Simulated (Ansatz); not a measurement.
Re:
```yaml
crystal:
  lattice:
    - [2.77758, 0.00000, 0.00000]
    - [-1.38879, 2.40546, 0.00000]
    - [0.00000, 0.00000, 13.42429]
  atoms:
    - { symbol: Re, position: [0.00000, 0.00000, 0.66668] }
    - { symbol: Re, position: [0.33333, 0.66667, 0.83319] }
    - { symbol: Re, position: [0.00000, 0.00000, 0.00000] }
    - { symbol: Re, position: [0.33333, 0.66667, 0.16681] }
    - { symbol: Re, position: [0.00000, 0.00000, 0.33332] }
    - { symbol: Re, position: [0.66667, 0.33333, 0.50000] }
```

Relaxed with PBE. Special points in fractions of this cell's reciprocal vectors: Γ (0.000, 0.000, 0.000); M (0.500, 0.000, 0.000); K (0.333, 0.333, 0.000); A (0.000, 0.000, 0.500); L (0.500, 0.000, 0.500); H (0.333, 0.333, 0.500).

Task: List the band energies nearest the Fermi level at these points for DFT-PBE in the program Ansatz with PAW potentials.

Result: In eV from the Fermi level; about four levels below and three above (degenerate sets whole), none deeper than 8.9 eV; points with the same levels are listed once.

```csv
k,below,above
Γ,-1.21 -1.21 -0.90 -0.90,0.50 0.50 0.56
M,-0.91 -0.87 -0.75 -0.12,0.38 1.10 1.12
K,-2.12 -2.11 -0.08 -0.02,0.02 0.70 1.39
A,-1.01 -1.01 -0.31 -0.27,0.70 0.70 0.96 0.96
L,-1.05 -0.97 -0.54 -0.15,0.35 0.36 1.14
H,-2.11 -0.08 -0.01 -0.01,0.96 1.32 2.06
```

Space group P-6m2. The start of the workflow was typed in or built on a structure type; neither database checked (COD, Materials Project) lists it. It is not the phase usual at ambient conditions (space group No. 194). Symmetry was held in the PBE relaxation; its stability against distortions is not shown here. The run is not spin-polarised. Scalar-relativistic: spin–orbit coupling is off unless named, which matters more the heavier the elements.

Potentials: the earlier of the program's two PAW sets.
